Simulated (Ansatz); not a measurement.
Ni:
```yaml
crystal:
  lattice:
    - [2.28890, 0.00000, 0.00000]
    - [0.00000, 2.28890, 0.00000]
    - [0.00000, 0.00000, 2.28890]
  atoms:
    - { symbol: Ni, position: [0.00000, 0.00000, 0.00000], spin: 0.5 }
```

Relaxed with PBEsol. Special points in fractions of this cell's reciprocal vectors: Γ (0.000, 0.000, 0.000); X (0.000, 0.500, 0.000); M (0.500, 0.500, 0.000); R (0.500, 0.500, 0.500).

### Question
List the band energies nearest the Fermi level at these points for DFT-PBEsol in the program Ansatz with PAW potentials.

### Answer
In eV from the Fermi level; about four levels below and three above (degenerate sets whole), none deeper than 8.9 eV; … stands for higher levels left out; points with the same levels are listed once.

```
k                      below        above
---  -----------------------  -----------
Γ ↑        -8.42 -3.84 -3.84            …
X ↑  -3.37 -1.45 -1.45 -1.28            …
M ↑  -4.49 -3.00 -1.23 -1.23       0.48 …
R ↑        -3.49 -3.49 -3.49  0.54 0.54 …
Γ ↓        -8.39 -3.43 -3.43            …
X ↓  -2.94 -1.27 -0.86 -0.86            …
M ↓  -4.09 -2.59 -0.62 -0.62       1.01 …
R ↓        -3.01 -3.01 -3.01  1.07 1.07 …
```

Space group Pm-3m (simple cubic). A made-up cell: these elements were put on the sites of a structure type; neither database checked (COD, Materials Project) lists it. It is not the phase usual at ambient conditions (space group No. 225). The PBEsol relaxation kept the symmetry of its start. At this level the phase is mechanically unstable. Magnetic state: ferromagnetic, chosen from 3 collinear starts compared on coarse meshes (ties went to the first, and starts can fall back to one state), not a proven ground state.

Potentials: the later of the program's two PAW sets.
